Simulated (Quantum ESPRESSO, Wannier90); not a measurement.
# Hf2Cu (I4/mmm), plane waves to Wannier functions

```yaml
crystal:
  lattice:
    - [0.00000, -3.15283, 0.00000]
    - [3.15283, 0.00000, 0.00000]
    - [-1.57641, 1.57641, 5.55951]
  atoms:
    - { symbol: Hf, position: [0.34389, 0.34389, 0.68778] }
    - { symbol: Hf, position: [0.65611, 0.65611, 0.31222] }
    - { symbol: Cu, position: [0.00000, 0.00000, 0.00000] }
```

Materials Project entry mp-30581; symmetrised, unrelaxed at this level. COD (Crystallography Open Database) has an entry of this formula and space group (matched by these alone). Level: PBEsol, no spin polarisation, no spin-orbit coupling; pw.x of Quantum ESPRESSO at 74 Ry with PseudoDojo potentials, 4×4×4 k-points, Wannier90. Density: 14×14×14 mesh, cold smearing 0.01 Ry. Spin-orbit coupling is left out although heavy elements are present.

The plane-wave run has 53 bands and 43 electrons a cell. On the energy scale of pw.x, whose zero is arbitrary, the Fermi level lies at 15.43 eV.

Isolated groups of bands, relative to the Fermi level (bands from 13 on overlap up to the last one computed):

```
bands  from (eV)  to (eV)  filling  weight on atomic waves
-----  ---------  -------  -------  ----------------------
1        -112.93  -112.93   filled              Cu 3s 98 %
2–4       -70.48   -70.41   filled             Cu 3p 100 %
5–6       -61.79   -61.71   filled              Hf 5s 96 %
7–12      -30.80   -30.09   filled              Hf 5p 99 %
```

Input w.win, without the blocks of cell, atoms and k-points (64 lines):

```
num_bands = 41
num_wann = 27
exclude_bands = 1-12
num_iter = 1000
conv_tol = 1.0e-6
conv_window = 4
dis_num_iter = 1000
dis_conv_tol = 1.0e-6
dis_froz_max = 32.83
write_hr = true
write_u_matrices = true
begin projections
f=0.33856,0.33874,-0.32119: s;p;d
f=-0.33277,-0.34181,0.30792: s;p;d
f=-0.00160,0.01324,-0.00318: s;p;d
end projections
mp_grid = 4 4 4
```

wannier90.x stops with:
```
dis_windows: More states in the frozen window than target WFs
```
At some k-point more bands lie below dis_froz_max than there are Wannier functions, and every frozen state has to fit into the subspace. Mended as below, all else unchanged, the run goes through (Ω_I = 27.4 Å²) and follows the plane-wave bands to 18 meV rms (states up to 1.0 eV relative to the Fermi level).
```
dis_froz_max = 16.93
```
